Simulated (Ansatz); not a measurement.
Pb vacancy in Pb

All numbers below come from DFT LDA, scalar-relativistic, plane waves, PAW (Ansatz 0.2.0). Settings: 420 eV cutoff, 3×3×3 k-mesh, Gaussian smearing of 0.10 eV, no spin polarisation.

Host crystal, relaxed:

```
Pb
1.0
     0.00000    2.44114    2.44114
     2.44114    0.00000    2.44114
     2.44114    2.44114    0.00000
Pb
1
Direct
  0.00000 0.00000 0.00000
```

Supercell of 27 atoms, rows in host cell vectors: 3 -3 0; 3 0 -3; 3 0 0. Atoms relax at the host's cell, keeping the symmetry that the supercell leaves at the site. The cell is small, so energies carry finite-size errors of tenths of an eV. The host is a metal.

Spin-orbit coupling is left out, which matters for the bands and energies of heavy elements.

Defect: Pb vacancy at (0.000, 0.000, 0.000) of the host cell.

Question: Does the neutral defect carry a moment, and how do its surroundings relax?

Answer: The neutral run had no spin polarisation, so a moment wasn't tested. The nearest neighbours before are 12 Pb at 3.45 Å; after relaxation the atoms near the site are 12 Pb at 3.50 Å; the largest move is 0.05 Å.

Cost: 2 runs of about 4.1 core-minutes in all, on Intel Xeon Processor @ 2.70GHz (shared hosts).